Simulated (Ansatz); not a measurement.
# Hg: stiffness from a series of strains

```yaml
crystal:
  lattice:
    - [4.54000, 0.00000, 0.00000]
    - [-2.27000, 3.93176, 0.00000]
    - [0.00000, 0.00000, 3.87000]
  atoms:
    - { symbol: Hg, position: [0.33333, 0.66667, 0.50000] }
    - { symbol: Hg, position: [0.00000, 0.00000, 0.00000] }
    - { symbol: Hg, position: [0.66667, 0.33333, 0.50000] }
```

Atom numbers follow the list: Hg1, Hg2, Hg3.

The geometry is COD entry 1538509, unchecked; take it as a test cell.

Spin–orbit coupling is left out, though it moves levels of the heavy atoms by tenths of an eV or more.

Theory: DFT, PBEsol, all-electron LAPW, scalar-relativistic (Ansatz 0.2.0).

Sampling and basis: a Γ-centred 8×8×9 k mesh, Fermi–Dirac smearing of 0.05 eV, basis error target 0.5 meV/atom, no spin polarisation.

The strain is applied along the Cartesian axes of the cell as listed (the other components stay zero). Fractional coordinates are held (clamped ions).

σ is the change of stress from the unstrained cell, which is at 7.78 GPa; tension is positive, so slopes are stress–strain coefficients at that pressure. In a metal the k mesh adds noise.

Only quantities that a quadratic follows smoothly over the whole series are listed; rougher ones are left out.

```tsv
εzz	σzz (GPa)	σxx (GPa)
-0.0200	-0.92	-0.86
0.0000	0.00	0.00
0.0100	0.35	0.39
0.0200	0.61	0.76
```

(1) Fit the series and read off the stiffness at zero strain.

(2) One run, at εzz = -0.0100, is withheld. Predict its row.

Answers

(1) Least-squares fits y = p0 + p1 x + p2 x² to the rows give σzz (GPa): p1 = 38.3, p2 = -390; σxx (GPa): p1 = 40.5, p2 = -120. So C33 = 38 GPa and C13 = 40 GPa, for these axes.

(2) The fits give -0.42, -0.42; the run gave -0.43, -0.42.
